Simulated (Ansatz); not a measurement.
# ZnSe (F-43m): elasticity against pressure

```
Zn Se
1.0
     0.00000    2.83293    2.83293
     2.83293    0.00000    2.83293
     2.83293    2.83293    0.00000
Zn Se
1 1
Direct
  0.00000 0.00000 0.00000
  0.75000 0.75000 0.75000
```

This is the zero-pressure cell. At each pressure cell and atoms are relaxed in this structure, and the constants are slopes of the stress at strains of ±0.005 with relaxed ions (the coefficients that govern stability under load). Level: r²SCAN, PAW on Ansatz 0.2.0's default frozen-core files (fitted under PBE), scalar-relativistic; k mesh 8×8×8, strains of ±0.005, fixed occupations, cutoff 500 eV. P is the pressure of the relaxed cell, less that of this one.

| P (GPa) | V/V₀ | C11 (GPa) | C12 (GPa) | C44 (GPa) |
| --- | --- | --- | --- | --- |
| 0.00 | 1.0000 | 90.1 | 52.8 | 41.4 |
| 1.02 | 0.9850 | 94.4 | 57.4 | 41.9 |
| 2.03 | 0.9713 | 98.5 | 61.9 | 42.2 |
| 4.05 | 0.9465 | 106.4 | 70.8 | 42.6 |
| 7.04 | 0.9151 | 117.8 | 83.6 | 42.5 |
| 10.00 | ? | ? | ? | ? |
| 14.99 | 0.8514 | 146.1 | 116.7 | 40.1 |

**Question.** Does the bulk modulus from the constants agree with the pressure-volume curve?

**Answer.** A third-order Birch-Murnaghan fit to the volumes shown (F against f, f = [(V₀/V)^(2/3) − 1]/2) gives B₀ = 65.3 GPa and B′ = 4.4. Its −V dP/dV stands beside (C11 + 2C12)/3:

```
P (GPa)  from P(V)  from the constants
   0.00       65.3                65.2
   1.02       69.7                69.7
   2.03       74.1                74.1
   4.05       82.6                82.7
   7.04       95.0                95.0
  14.99      126.6               126.5
```

**Question.** What are the pressure derivatives at zero pressure?

**Answer.** Slopes at V₀ of quadratic fits in −ln(V/V₀) through the first four rows shown, divided by B₀: dC11/dP = 4.2, dC12/dP = 4.5, dC44/dP = 0.5. The mean slopes up to 2.0 GPa are 4.1, 4.5, 0.4; curvature and scatter of the constants part the two. The combination (dC11/dP + 2 dC12/dP)/3 = 4.4 stands against B′.

**Question.** Fill the row at 10.00 GPa.

**Answer.** Cubic fits in −ln(V/V₀) through all rows shown give C11 = 128.6, C12 = 96.1, C44 = 41.9 GPa. Computed: V/V₀ = 0.8887, C11 (GPa) = 128.6, C12 (GPa) = 96.1, C44 (GPa) = 41.9.

**Question.** Does a shear stiffness soften?

**Answer.** C44 goes from 41.4 to 40.1 GPa, through a maximum of 42.6 near 4 GPa; (C11 − C12)/2 goes from 18.7 to 14.7 GPa. C44 and (C11 − C12)/2 soften under pressure, though the lattice stays mechanically stable over this range.

Known limits: no other phase was computed; many crystals of this kind change structure within this range, and rows or crossings beyond such a change describe a metastable lattice; frozen-core PAW files fitted under PBE, their cores solved anew for the functional of the run; constants at zero field, no piezoelectric stiffening; phonons weren't checked at these pressures.
